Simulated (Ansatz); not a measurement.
HgO:
```cif
data_Hg3O3
_chemical_formula_sum 'Hg3 O3'
_space_group_name_H-M_alt 'P3121'
_space_group_IT_number 152
_space_group_name_Hall 'P 31 2"'
_cell_length_a 3.52143
_cell_length_b 3.52143
_cell_length_c 8.61737
_cell_angle_alpha 90.000
_cell_angle_beta 90.000
_cell_angle_gamma 120.000
loop_
_atom_site_label
_atom_site_type_symbol
_atom_site_symmetry_multiplicity
_atom_site_Wyckoff_symbol
_atom_site_fract_x
_atom_site_fract_y
_atom_site_fract_z
_atom_site_occupancy
Hg1 Hg 3 b 0.24604 0.24604 0.50000 1
O1 O 3 a 0.53477 0.53477 0.00000 1
```

Relaxed with LDA.

### Question
Which orbitals make up the states near the band edges in the program Ansatz at the LDA level (PAW)?

### Answer
Top 1 eV of the valence band: O 2p 75 %, Hg 5d 17 %, Hg 6s 5 %. Bottom 1 eV of the conduction band: O 2p 41 %, Hg 6s 28 %, Hg 5d 18 %, O 2s 9 %. Projections are on Löwdin-orthogonalised atomic valence shells; empty p or d shells of many metals are not among them.

### Question
Tabulate the density of states.

### Answer
States/eV per cell of 6 atoms, in 0.25 eV bins, energy from the valence-band maximum.

| E (eV) | total | Hg 5d | O 2p | Hg 6s |
|---|---|---|---|---|
| -7.85 | 2.11 | 1.15 | 0.78 | 0.16 |
| -7.60 | 4.61 | 2.63 | 1.67 | 0.24 |
| -7.35 | 2.41 | 1.34 | 0.87 | 0.11 |
| -7.10 | 4.83 | 2.76 | 1.58 | 0.27 |
| -6.85 | 6.89 | 4.76 | 1.72 | 0.21 |
| -6.60 | 6.55 | 4.78 | 1.43 | 0.21 |
| -6.35 | 10.94 | 8.53 | 2.06 | 0.22 |
| -6.10 | 9.23 | 7.29 | 1.64 | 0.20 |
| -5.85 | 8.60 | 7.36 | 0.85 | 0.32 |
| -5.60 | 9.24 | 7.88 | 1.10 | 0.17 |
| -5.35 | 13.49 | 12.42 | 0.83 | 0.14 |
| -5.10 | 17.16 | 16.45 | 0.48 | 0.10 |
| -4.85 | 21.84 | 21.38 | 0.24 | 0.05 |
| -4.60 | 2.03 | 1.76 | 0.13 | 0.01 |
| -4.35 | 0.00 | 0.00 | 0.00 | 0.00 |
| -4.10 | 0.01 | 0.00 | 0.01 | 0.00 |
| -3.85 | 3.70 | 1.16 | 1.40 | 0.95 |
| -3.60 | 4.75 | 1.56 | 1.88 | 1.08 |
| -3.35 | 5.75 | 1.83 | 2.42 | 1.25 |
| -3.10 | 6.70 | 2.09 | 2.77 | 1.57 |
| -2.85 | 3.69 | 1.11 | 1.73 | 0.73 |
| -2.60 | 3.39 | 0.79 | 2.08 | 0.39 |
| -2.35 | 3.89 | 0.65 | 2.77 | 0.31 |
| -2.10 | 4.61 | 0.71 | 3.40 | 0.31 |
| -1.85 | 5.65 | 0.72 | 4.44 | 0.28 |
| -1.60 | 3.92 | 0.65 | 2.77 | 0.34 |
| -1.35 | 2.88 | 0.43 | 2.11 | 0.21 |
| -1.10 | 4.61 | 0.80 | 3.56 | 0.07 |
| -0.85 | 5.84 | 0.99 | 4.46 | 0.20 |
| -0.60 | 4.29 | 0.72 | 3.24 | 0.21 |
| -0.35 | 5.85 | 1.07 | 4.23 | 0.40 |
| -0.10 | 2.46 | 0.41 | 1.86 | 0.14 |
| 0.15 | 0.00 | 0.00 | 0.00 | 0.00 |
| 0.40 | 0.00 | 0.00 | 0.00 | 0.00 |
| 0.65 | 0.00 | 0.00 | 0.00 | 0.00 |
| 0.90 | 0.00 | 0.00 | 0.00 | 0.00 |
| 1.15 | 0.00 | 0.00 | 0.00 | 0.00 |
| 1.40 | 0.29 | 0.07 | 0.13 | 0.06 |
| 1.65 | 0.44 | 0.09 | 0.19 | 0.11 |
| 1.90 | 0.57 | 0.10 | 0.24 | 0.17 |
| 2.15 | 0.55 | 0.08 | 0.22 | 0.18 |
| 2.40 | 0.71 | 0.09 | 0.27 | 0.25 |
| 2.65 | 0.89 | 0.10 | 0.33 | 0.33 |
| 2.90 | 1.14 | 0.11 | 0.40 | 0.45 |
| 3.15 | 1.75 | 0.15 | 0.54 | 0.73 |
| 3.40 | 2.01 | 0.15 | 0.59 | 0.83 |
| 3.65 | 2.28 | 0.15 | 0.63 | 0.86 |
| 3.90 | 2.77 | 0.17 | 0.76 | 1.05 |
| 4.15 | 2.24 | 0.13 | 0.63 | 0.90 |
| 4.40 | 2.46 | 0.13 | 0.69 | 0.98 |
| 4.65 | 2.47 | 0.14 | 0.70 | 0.91 |
| 4.90 | 2.71 | 0.16 | 0.81 | 1.07 |
| 5.15 | 2.01 | 0.09 | 0.53 | 0.65 |
| 5.40 | 1.67 | 0.04 | 0.28 | 0.30 |
| 5.65 | 0.94 | 0.03 | 0.16 | 0.19 |
| 5.90 | 1.89 | 0.04 | 0.29 | 0.29 |
| 6.15 | 2.60 | 0.04 | 0.30 | 0.27 |

Space group P3_121. The workflow started from a Materials Project entry (that database holds measured and hypothetical structures alike); the Crystallography Open Database copy checked does not list it. COD files the formula under space group No. 44, 62, so this cell is another polymorph or a model. Its standing as an ambient phase is unchecked. Symmetry was held in the LDA relaxation; whether a distortion lowers the energy is not shown. A crystal of weakly bound chains computed without a dispersion correction: the cell and the soft elastic constants depend strongly on that. Spin–orbit coupling is left out wherever it is not named.

Potentials: the later of the program's two PAW sets.
